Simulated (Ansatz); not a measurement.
Polymorphs of IrW, each relaxed with the program Ansatz at the PBEsol level (PAW):

A: Cmcm
a = 2.755 Å, b = 10.140 Å, c = 4.298 Å, α = 90.00°, β = 90.00°, γ = 90.00°

| atom | site | symmetry | x | y | z |
|---|---|---|---|---|---|
| W | 4c | m2m | 0.0000 | 0.3364 | 0.2500 |
| Ir | 4c | m2m | 0.0000 | 0.0753 | 0.2500 |

B: rock salt (Fm-3m)
a = b = c = 5.147 Å, α = β = γ = 90.00°

```tsv
atom	site	symmetry	x	y	z
Ir	4a	m-3m	0.0000	0.0000	0.0000
W	4b	m-3m	0.5000	0.5000	0.5000
```

Q: Rank these by energy per atom at 0 K (lowest first), as PBEsol gives it.

A: A (+0 meV/atom), B (+1034 meV/atom)

Typed or built starts, not in the databases checked: A; B. Unstable at this level: B. All cells were relaxed under the symmetry of their starts (and spin orders); stability against distortions was not tested throughout. Named crystals with no word on spin ran without spin polarisation. Scalar-relativistic: spin–orbit coupling is off unless named, which matters more the heavier the elements.

Energies hold the estimated change up to a 700 eV cutoff; steps of a few meV lie near the error of the meshes.

Potentials: the earlier of the program's two PAW sets. The files were generated under PBE; for other functionals the program regenerates the frozen cores, and for LDA and PBEsol the local potential too.
